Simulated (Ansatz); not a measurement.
Ta:
```xyz
1
Lattice="-1.6264 1.6264 1.6264 1.6264 -1.6264 1.6264 1.6264 1.6264 -1.6264" Properties=species:S:1:pos:R:3 pbc="T T T"
Ta     0.0000     0.0000     0.0000
```

Relaxed with LDA. Special points in fractions of this cell's reciprocal vectors: Γ (0.000, 0.000, 0.000); H (0.500, -0.500, 0.500); N (0.000, 0.000, 0.500); P (0.250, 0.250, 0.250).

Q: List the band energies nearest the Fermi level at these points for LDA (plane waves, PAW; program Ansatz).

A: In eV from the Fermi level; about four levels below and three above (degenerate sets whole), none deeper than 8.9 eV; … stands for higher levels left out; points with the same levels are listed once.

```tsv
k	below	above
Γ	-8.04	0.68 0.68 0.68
H	-4.09 -4.09	…
N	-4.58 -1.71	1.93 4.00 …
P	-1.23 -1.23 -1.23	…
```

Space group Im-3m (bcc (W type)). The cell was relaxed with LDA under the symmetry of its start. No spin polarisation was allowed. Spin–orbit coupling is left out wherever it is not named.

Potentials: the later of the program's two PAW sets.
